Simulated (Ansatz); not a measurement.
Rb2NaAlF6:
```cif
data_AlF6NaRb2
_chemical_formula_sum 'Rb2 Na1 Al1 F6'
_space_group_name_H-M_alt 'P 1'
_space_group_IT_number 1
_cell_length_a 5.84908
_cell_length_b 5.84908
_cell_length_c 5.84908
_cell_angle_alpha 60.000
_cell_angle_beta 60.000
_cell_angle_gamma 60.000
loop_
_space_group_symop_operation_xyz
  'x, y, z'
loop_
_atom_site_label
_atom_site_type_symbol
_atom_site_fract_x
_atom_site_fract_y
_atom_site_fract_z
_atom_site_occupancy
Rb1 Rb 0.75000 0.75000 0.75000 1
Rb2 Rb 0.25000 0.25000 0.25000 1
Na1 Na 0.50000 0.50000 0.50000 1
Al1 Al 0.00000 0.00000 0.00000 1
F1 F 0.77950 0.22050 0.22050 1
F2 F 0.22050 0.77950 0.77950 1
F3 F 0.22050 0.77950 0.22050 1
F4 F 0.77950 0.22050 0.77950 1
F5 F 0.22050 0.22050 0.77950 1
F6 F 0.77950 0.77950 0.22050 1
```

Relaxed with r²SCAN. Independent-particle spectrum: no excitons, no local fields, no scissors shift; 0.1 eV broadening; ε₁ of the summed bands alone.

Q: Tabulate the dielectric function from r²SCAN in the plane-wave PAW code Ansatz.

A: 

| E (eV) | ε₁ xx | ε₂ xx |
|---|---|---|
| 0.0 | 1.95 | 0.00 |
| 0.4 | 1.95 | 0.00 |
| 0.8 | 1.95 | 0.00 |
| 1.2 | 1.95 | 0.00 |
| 1.6 | 1.96 | 0.00 |
| 2.0 | 1.96 | 0.00 |
| 2.4 | 1.97 | 0.00 |
| 2.8 | 1.98 | 0.00 |
| 3.2 | 1.99 | 0.00 |
| 3.6 | 2.00 | 0.00 |
| 4.0 | 2.02 | 0.00 |
| 4.4 | 2.03 | 0.00 |
| 4.8 | 2.05 | 0.00 |
| 5.2 | 2.08 | 0.00 |
| 5.6 | 2.10 | 0.00 |
| 6.0 | 2.13 | 0.00 |
| 6.4 | 2.17 | 0.00 |
| 6.8 | 2.21 | 0.00 |
| 7.2 | 2.26 | 0.00 |
| 7.6 | 2.33 | 0.00 |
| 8.0 | 2.42 | 0.00 |
| 8.4 | 2.59 | 0.01 |
| 8.8 | 2.70 | 0.25 |
| 9.2 | 2.68 | 0.37 |
| 9.6 | 2.69 | 0.44 |
| 10.0 | 2.72 | 0.51 |
| 10.4 | 2.77 | 0.61 |
| 10.8 | 2.90 | 0.52 |
| 11.2 | 3.50 | 1.31 |
| 11.6 | 3.02 | 2.12 |
| 12.0 | 2.05 | 1.61 |

Q: From ε at 9.1 eV (xx: 2.69 + 0.35i), find n, k, the normal reflectivity and the absorption coefficient.

A: n = 1.64, k = 0.106, R = 6 %, α = 2kE/ħc = 98000 cm⁻¹.

With all bands, ε∞ without local fields is 2.10.

Space group Fm-3m. The workflow started from a Materials Project entry (that database holds measured and hypothetical structures alike); the Crystallography Open Database copy checked does not list it. Whether it is the stable phase at ambient conditions was not checked. The cell was relaxed with r²SCAN under the symmetry of its start; whether a distortion lowers the energy is not shown. Spin–orbit coupling is left out wherever it is not named.

Potentials: the later of the program's two PAW sets.
